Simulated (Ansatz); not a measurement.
Below is a relaxed structure of B3F2. The cell was found from a structure generator's guess, not taken from experiment.

Theory: DFT PBE, scalar-relativistic, plane waves, PAW (Ansatz). Cutoff 420 eV, Γ-centred mesh, Gaussian smearing, no spin polarisation.

```
B F
1.0
     3.52387    0.00000    0.00000
     0.00000    6.45705    0.00000
    -1.63733    0.00000    3.70615
B F
6 4
Direct
  0.03344 0.50000 0.20057
  0.17059 0.00000 0.23647
  0.65220 0.33391 0.20755
  0.65220 0.66609 0.20755
  0.28806 0.25347 0.39473
  0.28806 0.74653 0.39473
  0.97857 0.50000 0.83299
  0.98891 0.00000 0.87299
  0.47048 0.74864 0.82271
  0.47048 0.25136 0.82271
```

Formation energies are uncorrected and refer to the elements' standard structures at the same level (F₂ as a molecule).

(1) What space group does it have?

(2) What is its formation energy per atom?

(3) Is it a metal?

Results:

(1) Pm (No. 6). Conventional cell: a = 3.524 Å, b = 6.457 Å, c = 4.052 Å, β = 113.8°. B on a site of symmetry m has 1 F at 1.42 Å, 2 B at 1.73 Å and 2 B at 1.84 Å; B on a second site of symmetry m has 1 F at 1.35 Å and 2 B at 1.75 Å; B on a site of symmetry 1 is surrounded by 1 F at 1.52 Å and 2 B at 1.73–1.81 Å; F on a site of symmetry m is surrounded by 1 B at 1.42 Å; 3 more sites not described.

(2) −0.797 eV/atom. A negative formation energy is needed for stability but isn't enough: competing phases decide.

(3) No, the gap on the 8×4×8 mesh is 1.46 eV.

The last run used an 8×4×8 mesh (in the run's order of axes) for its 10-atom cell and Gaussian smearing of 0.02 eV. Kohn–Sham gaps at this level usually fall short of measured ones. This cell was reached by moving the atoms of another relaxed cell at random and relaxing again, last within the group found; it had no such test of its own.
